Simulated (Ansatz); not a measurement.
Data:

AlClO:
```
CELL_PARAMETERS angstrom
      3.11181     0.00000     0.00000
      0.00000     3.59677     0.00000
      0.00000     0.00000     7.64061
ATOMIC_POSITIONS crystal
  Al 0.50000 0.00000 0.89306
  Al 0.00000 0.50000 0.10694
  Cl 0.00000 0.00000 0.67523
  Cl 0.50000 0.50000 0.32477
  O  0.50000 0.50000 0.94976
  O  0.00000 0.00000 0.05024
```

This is the LDA-relaxed structure. x, y and z are the axes in which the lattice vectors are written.

**Question.** All from LDA in the plane-wave PAW code Ansatz, unless another level is named. Predict the Born charges (a third of the trace).

**Answer.** Al +2.87, Cl -0.88, O -1.99 e.

**Question.** Give the electronic dielectric constant ε∞ (DFPT).

**Answer.** 3.45 (xx), 2.95 (yy), 3.15 (zz).

**Question.** Predict the Bader charges.

**Answer.** Al +2.49, Cl -0.80, O -1.69 e.

Space group Pmmn. The workflow started from a Materials Project entry (that database holds measured and hypothetical structures alike); the Crystallography Open Database files this formula in space group No. 59, but the cells were not matched. Whether it is the stable phase at ambient conditions was not checked. The LDA relaxation kept the symmetry of its start; its stability against distortions is not shown here. A crystal of weakly bound layers computed without a dispersion correction: the cell and the soft elastic constants depend strongly on that.

Potentials: the later of the program's two PAW sets.
